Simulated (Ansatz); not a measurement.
SiSnGeC in space group R3m (No. 160; C on 3a, Si on 3a, Ge on 3a, Sn on 3a) at seven volumes, plane-wave PAW PBEsol (Ansatz code), shape and atoms relaxed at each. One row is withheld.

```tsv
V (Å³/atom)	P (GPa)
16.732	11.24
17.283	6.85
17.835	3.15
18.387	0.00
18.938	-2.66
19.490	?
20.041	-6.75
```

Question: Fit the shown pressures and predict the withheld one.

Answer: Third-order Birch–Murnaghan: P = (3/2)B₀(x^(7/2) − x^(5/2))[1 + (3/4)(B′ − 4)(x − 1)] with x = (V₀/V)^(2/3). Least squares on the six rows gives V₀ = 18.387 Å³/atom, B₀ = 95.75 GPa, B′ = 4.63. At V = 19.490, x = 0.9619 and P = -4.88 GPa. The run itself gave -4.89 GPa.

The start of the workflow was typed in or built on a structure type; neither database checked (COD, Materials Project) lists it. Its standing as an ambient phase is unchecked. The cell was relaxed with PBEsol under the symmetry of its start; whether a distortion lowers the energy is not shown. The volume moved by 21 % from the start of the relaxation. Its formation energy is positive at this level, so the cell may be metastable or incomplete. Scalar-relativistic: spin–orbit coupling is off unless named, which matters more the heavier the elements.

Potentials: the later of the program's two PAW sets.
